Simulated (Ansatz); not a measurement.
Ansatz (a first-principles code) input:

Ansatz 0.2 input:
```yaml
crystal:
  lattice:
    - [4.0163657041, 0.0, 0.0]
    - [0.0, 4.0163657041, 0.0]
    - [0.0, 0.0, 4.0163657041]
  atoms:
    - { symbol: Ce, position: [0.0, 0.0, 0.0] }
    - { symbol: Ta, position: [0.5, 0.5, 0.5] }
    - { symbol: N, position: [0.5, 0.5, 0.0] }
    - { symbol: N, position: [0.5, 0.0, 0.5] }
    - { symbol: N, position: [0.0, 0.5, 0.5] }
kpoints:
  mp_grid: { grid: [10, 10, 10] }
hamiltonian:
  xc: pbesol
  pseudopotentials: { kind: paw }
scf:
  occupations: { method: fermi_dirac, width: 0.1 }
phonons:
  method: dfpt
  response_accuracy: low
  eigenvectors: true
  rigid_motions: translations
```

Output (shortened):

```
zone centre: on kpoints.mp_grid the ground state, and the responses unless they are solved on pairs of k-points, stand on 216 of the mesh's 1000 k-points, …
Pseudopotentials: kind: paw
Pseudopotential: Ce, paw, valence charge 12
Pseudopotential: Ta, paw, valence charge 13
Pseudopotential: N, paw, valence charge 5
Functional definition: PBEsol
Crystal: 5 atoms, lattice volume = 64.789 Å³
Basis set: ecut = 420 eV, 1309 PW (Γ), exchange–correlation on 54×54×54 points (8 copies of the dense FFT grid, shifted against one another)
Bands: 30, of which v1, the nominal top of the filled ones, is band 20 counted from 1 (19 counted from 0)
Symmetry: 48 space group operations
k-points: 216 of 1000 (irreducible under 8 space group operations)
PAW frozen core: Ce, regenerated for the run's functional, and the local potential with it
PAW frozen core: Ta, regenerated for the run's functional, and the local potential with it
PAW frozen core: N, regenerated for the run's functional, and the local potential with it
Initial wavefunctions: pseudopotential atomic-orbital guess
Eigensolver: davidson
Functional: x = pbesol(κ = 0.804, μ = 0.12345679012345678), c = pbesol(β = 0.046)
SCF iter   1: F=—  HF=-17432.605077 eV  |F-HF|=—  |Δ(HF+E_count)|=         —  Δρ=3.92e-2  dr2=1.27e0  ethr=1.77e-3  ⟨swp⟩=4.5  Hψ=27343  notcnv=0
all-band conjugate gradients solve this SCF's bands
preconditioner: auto → Kerker (q_TF=auto, 2.518 Å⁻¹)
SCF iter   2: F=—  HF=-17432.559884 eV  |F-HF|=—  |Δ(HF+E_count)|=   4.52e-2  Δρ=2.03e-2  dr2=3.42e-1  ethr=1.77e-3  ⟨swp⟩=1.0  Hψ=8214  notcnv=0
SCF iter   3: F=—  HF=-17432.546000 eV  |F-HF|=—  |Δ(HF+E_count)|=   1.39e-2  Δρ=3.53e-3  dr2=1.02e-2  ethr=8.55e-4  ⟨swp⟩=1.2  Hψ=6541  notcnv=0
SCF iter   4: F=—  HF=-17432.545546 eV  |F-HF|=—  |Δ(HF+E_count)|=   4.54e-4  Δρ=1.84e-4  dr2=1.91e-5  ethr=2.54e-5  ⟨swp⟩=1.1  Hψ=6498  notcnv=0
SCF iter   5: F=—  HF=-17432.545551 eV  |F-HF|=—  |Δ(HF+E_count)|=   4.86e-6  Δρ=7.81e-5  dr2=3.52e-6  ethr=4.78e-8  ⟨swp⟩=2.0  Hψ=10895  notcnv=0
SCF iter   6: F=—  HF=-17432.545549 eV  |F-HF|=—  |Δ(HF+E_count)|=   1.26e-6  Δρ=1.17e-5  dr2=8.69e-8  ethr=8.81e-9  ⟨swp⟩=1.2  Hψ=6997  notcnv=0
SCF iter   7: F=—  HF=-17432.545549 eV  |F-HF|=—  |Δ(HF+E_count)|=   3.19e-8  Δρ=4.26e-6  dr2=1.33e-8  ethr=2.17e-10  ⟨swp⟩=2.5  Hψ=10315  notcnv=0
SCF iter   8: F=—  HF=-17432.545549 eV  |F-HF|=—  |Δ(HF+E_count)|=   2.87e-9  Δρ=1.87e-6  dr2=2.77e-9  ethr=3.33e-11  ⟨swp⟩=2.0  Hψ=9124  notcnv=0
SCF iter  10: F=-17432.545549 eV  HF=-17432.545549 eV  |F-HF|=3.64e-12  |Δ(HF+E_count)|=  1.82e-11  Δρ=1.21e-7  dr2=8.89e-12  ethr=1.00e-12  ⟨swp⟩=5.9  Hψ=29051  notcnv=0
SCF 1 converged in 10 iterations: F = -17432.545549 eV  dr2 = 8.89e-12
DFPT response loops at Γ: preconditioner auto → Kerker (q_TF=auto, 2.518 Å⁻¹) (partly filled bands, converged f_vac=0.002) …
SCF converged after 10 iterations
Free energy (F): -17432.545549 eV
Harris-Foulkes:  -17432.545549 eV  (|F-HF|=3.64e-12)
Internal energy: -17432.436638 eV  (E = F + TS)
E sigma→0 (E₀):  -17432.491094 eV
Entropy (-TS):   -0.108912 eV (-21.782 meV/atom)
Fermi energy:    14.242021 eV
--- Per-component energies (eV) ---
  E_band       = -69.293604
  E_kinetic    = 1127.587020
  E_local      = -1517.925530  (includes V_loc(G=0)·N_el)
  E_nonlocal   = 111.173122
  E_hartree    = 514.042887
  E_xc         = -618.507498
  E_vxc        = -680.330474  (∫ρ·V_xc dr)
  E_paw        = -14027.733565  (= ΣΔE_a)
  E_vpaw       = -137.883894  (= ΣTr[D̂ρ^β])
  E_aug_tail   = 0.000393  (compensation charges beyond the density's cutoff)
  E_ewald      = -3021.597704
  E_core_change = 0.524238  (= ΣΔE_core)
  E_smearing   = -0.108912  (= −TS)
  E_closure    = 0.000000  (closes the sum)
  Σ components = -17432.545549   (vs F -17432.545549, Δ=0.00e0)
  [band-id]    e_kinetic+e_local+e_nonlocal+2·e_hartree+e_vxc+e_vpaw+e_augmentation_tail = -69.293590   (vs E_band -69.293604, Δ=1.47e-5)
--- Band table (eV; the first three rows and the last of 216) ---
  k-point 0: bands = ["-52.8636", "-20.1995", "-19.5958", "-19.5958", "-19.5958", "-2.7987", "-2.7987", "-2.7987", "-0.6638", "0.8016", "0.8016", "11.5788", "11.5788", "11.5788", "12.6003", "12.6003", "12.6003", "14.5612", "14.5612", "14.5612", "14.6913", "14.7924", "14.7924", "14.7924", "14.9250", "14.9250", "14.9250", "15.3278", "15.3278", "15.3278"]
  k-point 1: bands = ["-52.8636", "-20.2007", "-19.5973", "-19.5954", "-19.5954", "-2.9155", "-2.7947", "-2.7947", "-0.5068", "0.8108", "0.8900", "11.3824", "11.5242", "11.5242", "12.3578", "12.3578", "12.4374", "14.0933", "14.3635", "14.3635", "14.5593", "14.8487", "14.9025", "14.9025", "14.9421", "14.9421", "14.9819", "15.0839", "15.7399", "15.7399"]
  k-point 2: bands = ["-52.8635", "-20.2040", "-19.6010", "-19.5942", "-19.5942", "-3.1746", "-2.7842", "-2.7842", "-0.1210", "0.8352", "1.1190", "10.8226", "11.3802", "11.3802", "11.8805", "11.8805", "12.0587", "13.1371", "14.2451", "14.2451", "14.4369", "14.7253", "14.8371", "14.8371", "14.8665", "14.9382", "14.9382", "15.2702", "16.7277", "16.7277"]
  k-point 215: bands = ["-52.8627", "-20.1255", "-19.6446", "-19.6446", "-19.6446", "-3.1282", "-3.1282", "-3.1282", "1.8323", "1.8323", "1.8323", "8.4128", "9.2149", "9.2149", "9.6953", "9.6953", "9.6953", "13.9533", "13.9533", "13.9533", "14.5964", "14.5964", "14.5964", "14.8302", "15.5872", "15.5872", "15.5872", "18.0652", "18.0652", "18.0652"]
  band table: 30 of 30 bands, residual norms ≤ 1.0e-3 eV
--- Phonons (Γ-DFPT): 4 representative perturbations + reference, on 216 of 1000 k-points (Σ response iterations 14) ---
  k mesh reduced under 8 symmetry operations, with k and −k counted as one. Each operation leaves every solved displacement unchanged or reverses it
  ASR residual: 4.871e-4 → 0.000e0 eV/Å²; symmetrization residual: 2.681e-5 eV/Å²
  ASR residual per site (eV/Å²): 4.87e-4 8.09e-5 2.58e-4 2.58e-4 2.58e-4
  Γ frequencies (cm⁻¹): -290.66 -290.66 -290.66 -282.61 -282.61 -282.61 0.00 0.00 0.00 86.58 86.58 86.58 727.08 727.08 727.08
  non-analytic LO–TO correction: not included (Born effective charges unavailable; polar crystals: no LO–TO splitting at Γ)
```

Cost: very roughly 4 core-minutes on shared cores.

Space group Pm-3m (cubic perovskite). The start of the workflow was typed in or built on a structure type; neither database checked (COD, Materials Project) lists it. Whether it is the stable phase at ambient conditions was not checked. The PBEsol relaxation kept the symmetry of its start. At this level the phase is dynamically unstable (imaginary phonons). The run is not spin-polarised. The 4f shell is in the valence. No Hubbard U is applied. As this level gives no gap, phonon frequencies hold no LO–TO term and depend on the k-mesh and smearing (Fermi–Dirac, 0.1 eV here). Scalar-relativistic: spin–orbit coupling is off unless named, which matters more the heavier the elements.

Potentials: the later of the program's two PAW sets.

Ansatz is a plane-wave DFT program.
